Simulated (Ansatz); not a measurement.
**⁴¹K NMR of the central transition in K3BeF5**

Cell: a COD entry, ions relaxed with PBE at fixed cell.

```cif
data_K3BeF5
_symmetry_space_group_name_H-M 'P4/ncc:1'
_symmetry_Int_Tables_number 130
_cell_length_a 7.1785
_cell_length_b 7.1785
_cell_length_c 10.7420
_cell_angle_alpha 90.000
_cell_angle_beta 90.000
_cell_angle_gamma 90.000
loop_
_atom_site_label
_atom_site_type_symbol
_atom_site_symmetry_multiplicity
_atom_site_Wyckoff_symbol
_atom_site_fract_x
_atom_site_fract_y
_atom_site_fract_z
K1 K 4 c 0.0000 0.5000 0.0003
K5 K 8 f 0.1800 0.1800 0.2500
Be Be 4 b 0.0000 0.0000 0.0000
F17 F 4 c 0.0000 0.5000 0.2501
F21 F 16 g 0.1244 0.8757 0.0858
```

One atom of each set is listed.

Method: Kohn–Sham DFT in Ansatz, PBE, plane waves and PAW, scalar-relativistic, 420 eV cutoff, Γ-centred 3×3×2 k-points, Fermi–Dirac smearing 0.02 eV.

⁴¹K has I = 3/2 and Q = 73.40 mb (Pyykkö 2018); at 28.2 T its Larmor frequency is ν₀ = 30.8 MHz. Only the quadrupole interaction is simulated: positions count from each site's isotropic chemical shift, and J coupling is left out, as are shift anisotropy and dipolar coupling, which fast spinning averages.

**Question.** Simulate the second-order pattern (fast magic-angle spinning, Gaussian broadening 1 kHz) of site K1 (10 F at 2.68–2.99 Å).

**Answer.** The calculation gives C_Q = -3.57 MHz and η = 0.00, so ν_Q = 1.79 MHz and the centre of gravity lies at -337 ppm (-10.4 kHz).

```json
{"offset (kHz)": "-26.95", "height": "0"}
{"offset (kHz)": "-26.16", "height": "1"}
{"offset (kHz)": "-25.37", "height": "4"}
{"offset (kHz)": "-24.57", "height": "5"}
{"offset (kHz)": "-23.78", "height": "5"}
{"offset (kHz)": "-22.98", "height": "5"}
{"offset (kHz)": "-22.19", "height": "5"}
{"offset (kHz)": "-21.40", "height": "5"}
{"offset (kHz)": "-20.60", "height": "6"}
{"offset (kHz)": "-19.81", "height": "6"}
{"offset (kHz)": "-19.02", "height": "6"}
{"offset (kHz)": "-18.22", "height": "6"}
{"offset (kHz)": "-17.43", "height": "8"}
{"offset (kHz)": "-16.63", "height": "36"}
{"offset (kHz)": "-15.84", "height": "79"}
{"offset (kHz)": "-15.05", "height": "59"}
{"offset (kHz)": "-14.25", "height": "46"}
{"offset (kHz)": "-13.46", "height": "41"}
{"offset (kHz)": "-12.67", "height": "38"}
{"offset (kHz)": "-11.87", "height": "37"}
{"offset (kHz)": "-11.08", "height": "36"}
{"offset (kHz)": "-10.29", "height": "36"}
{"offset (kHz)": "-9.49", "height": "37"}
{"offset (kHz)": "-8.70", "height": "38"}
{"offset (kHz)": "-7.90", "height": "40"}
{"offset (kHz)": "-7.11", "height": "43"}
{"offset (kHz)": "-6.32", "height": "47"}
{"offset (kHz)": "-5.52", "height": "56"}
{"offset (kHz)": "-4.73", "height": "78"}
{"offset (kHz)": "-3.94", "height": "100"}
{"offset (kHz)": "-3.14", "height": "29"}
{"offset (kHz)": "-2.35", "height": "1"}
```

An axis of threefold or higher order runs through K1, so V_zz lies along it and η is zero.

The relaxation (5 steps) took 2.8 min of wall time (2.8 min of CPU time) and 1.1 GiB at its peak, on 1 thread of Arm Neoverse V1 (aarch64; 8 cores open to the job, memory cap 3.0 GiB, no GPU), a shared host with a load of 0.7 a core.
